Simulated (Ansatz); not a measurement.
Here is the system:

HfO$_{2}$:
```
CELL_PARAMETERS angstrom
      0.00000     2.52923     2.52923
      2.52923     0.00000     2.52923
      2.52923     2.52923     0.00000
ATOMIC_POSITIONS crystal
  Hf 0.00000 0.00000 0.00000
  O  0.25000 0.25000 0.25000
  O  0.75000 0.75000 0.75000
```

This is the r²SCAN-relaxed structure.

Problem. All from DFT-r²SCAN in the program Ansatz with PAW potentials, unless another level is named. Predict the gap with spin–orbit coupling.

Solution. 4.31 eV.

Problem. Next, the band gap?

Solution. 4.30 eV (direct).

Problem. And the formation energy from the elements (no fitted shifts)?

Solution. -3.69 eV/atom.

Problem. Predict the hole effective mass.

Solution. 0.28, 2.9, 2.9 mₑ (principal values).

Problem. What about the weight of the conduction-edge state by species (Voronoi cells)?

Solution. Hf 53 %, O 47 %.

Space group Fm-3m (fluorite). This is a known high-temperature phase of the composition, computed here at zero pressure and temperature. The r²SCAN relaxation kept the symmetry of its start. At this level the phase is dynamically unstable (imaginary phonons). The run is not spin-polarised. The references are the lowest solids computed at this level, not always the standard phases (solids in place of the gases). Spin–orbit coupling is left out wherever it is not named.

Potentials: the later of the program's two PAW sets.
